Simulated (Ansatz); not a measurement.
Consider the following.

VGe2:
```cif
data_Ge6V3
_chemical_formula_sum 'V3 Ge6'
_space_group_name_H-M_alt 'P 1'
_space_group_IT_number 1
_cell_length_a 4.74914
_cell_length_b 4.74914
_cell_length_c 6.54795
_cell_angle_alpha 90.000
_cell_angle_beta 90.000
_cell_angle_gamma 120.000
loop_
_space_group_symop_operation_xyz
  'x, y, z'
loop_
_atom_site_label
_atom_site_type_symbol
_atom_site_fract_x
_atom_site_fract_y
_atom_site_fract_z
_atom_site_occupancy
V1 V 0.50000 0.00000 0.00000 1
V2 V 0.50000 0.50000 0.33333 1
V3 V 0.00000 0.50000 0.66667 1
Ge1 Ge 0.83365 0.66730 0.00000 1
Ge2 Ge 0.16635 0.83365 0.33333 1
Ge3 Ge 0.33270 0.16635 0.66667 1
Ge4 Ge 0.16635 0.33270 0.00000 1
Ge5 Ge 0.83365 0.16635 0.33333 1
Ge6 Ge 0.66730 0.83365 0.66667 1
```

This is the PBEsol-relaxed structure.

Task: All from PBEsol in the plane-wave PAW code Ansatz, unless another level is named. Predict the electronic character.

Result: metallic (no gap).

Task: And the formation energy from the elements (no fitted shifts)?

Result: -26 kJ/mol of atoms.

Task: Next, the density of states at the Fermi level?

Result: 0.86 states/eV per atom (mean over ±0.08 eV).

Task: What about the gap with spin–orbit coupling?

Result: none (metallic).

Space group P6_222. The workflow started from a Materials Project entry (that database holds measured and hypothetical structures alike); the Crystallography Open Database copy checked does not list it. Its standing as an ambient phase is unchecked. The cell was relaxed with PBEsol under the symmetry of its start; its stability against distortions is not shown here. The workflow began spin-polarised and lost its moments. The references are the lowest solids computed at this level, not always the standard phases. Spin–orbit coupling is left out wherever it is not named.

Potentials: the later of the program's two PAW sets.
